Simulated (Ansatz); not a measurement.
The relaxed structure here is a generated cell of Te: the first start was made by placing the elements on the sites of a structure type, and the end was not matched to a known phase here, so it may be hypothetical. Known forms of Te include space group No. 152.

One stationary structure of Te. Space group P4/nmm (No. 129). The numbers are results of r2SCAN (plane waves to 500 eV, PAW, scalar-relativistic; Ansatz, a quantum-chemistry and plane-wave program), not measurements.

```cif
data_Te2
_chemical_formula_sum 'Te2'
_space_group_name_H-M_alt 'P4/nmm :1'
_space_group_IT_number 129
_space_group_name_Hall 'P 4ab 2ab -1ab'
_cell_length_a 4.06995
_cell_length_b 4.06995
_cell_length_c 4.62081
_cell_angle_alpha 90.000
_cell_angle_beta 90.000
_cell_angle_gamma 90.000
loop_
_space_group_symop_operation_xyz
  'x, y, z'
  '-y+1/2, x+1/2, z'
  '-x, -y, z'
  'y+1/2, -x+1/2, z'
  'x+1/2, -y+1/2, -z'
  '-y, -x, -z'
  '-x+1/2, y+1/2, -z'
  'y, x, -z'
  '-x+1/2, -y+1/2, -z'
  'y, -x, -z'
  'x+1/2, y+1/2, -z'
  '-y, x, -z'
  '-x, y, z'
  'y+1/2, x+1/2, z'
  'x, -y, z'
  '-y+1/2, -x+1/2, z'
loop_
_atom_site_label
_atom_site_type_symbol
_atom_site_symmetry_multiplicity
_atom_site_Wyckoff_symbol
_atom_site_fract_x
_atom_site_fract_y
_atom_site_fract_z
_atom_site_occupancy
Te1 Te 2 c 0.00000 0.50000 0.40251 1
```

```json
{
  "volume_per_atom": "38.27 Å³",
  "band_gap": "zero (metallic)",
  "shortest_distances": "Te–Te 3.02 Å",
  "k-mesh": "12×12×10"
}
```

Band energies at high-symmetry points (eV from the Fermi level; labels of this space group; no spin-orbit coupling), from −5 eV up to 0.9 eV:

```
point                           energies
-----  ---------------------------------
Γ                -3.76 -3.76 -2.06 -0.90
X      -2.67 -2.67 -1.34 -1.34 0.53 0.53
M                            -0.95 -0.95
Z                -3.61 -3.61 -3.40 -0.20
R      -3.69 -3.69 -1.23 -1.23 0.67 0.67
A                            -2.04 -2.04
```

No spin polarisation in the result.

The run could not lose the symmetry of its start: the end is stationary, and may be a saddle point rather than a minimum.

It was reached from a disturbed copy of a Im-3m (No. 229) cell (bcc (W type)), against which it lies -0.27 eV/atom.
